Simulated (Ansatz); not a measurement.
The relaxed structure here is a generated cell of In: the first start was made by placing the elements on the sites of a structure type, and the end was not matched to a known phase here, so it may be hypothetical. Known forms of In include space group No. 139.

A relaxed cell of In (Pm-3m (No. 221)), relaxed on a k-mesh at least as fine as the one used below. The numbers are results of PBE (plane waves to 420 eV, PAW, scalar-relativistic; Ansatz, a first-principles code), not measurements. Γ-centred k-mesh 6×11×11 on the run's cell (coarser than for final values), Fermi–Dirac smearing 0.05 eV.

```xyz
2
Lattice="6.1814 0.0000 0.0000 0.0000 3.0907 0.0000 0.0000 0.0000 3.0907" Properties=species:S:1:pos:R:3 pbc="T T T"
In     0.0000     0.0000     0.0000
In     3.0907     0.0000     0.0000
```

The atoms are displaced by (Å):

```
atom      ux      uy      uz
----  ------  ------  ------
In1   -0.009  -0.244  -0.052
In2    0.099   0.028   0.001
```

Problem. What forces (eV/Å) and pressure result?

Solution. 
```tsv
atom	Fx	Fy	Fz
In1	0.31	-0.03	-0.01
In2	-0.31	0.03	0.01
```

Pressure +0.2 GPa.

The undisplaced cell is probably no minimum: from this displacement the run went on to I4/mmm (No. 139), 0.10 eV/atom below it.

No spin polarisation in the result.
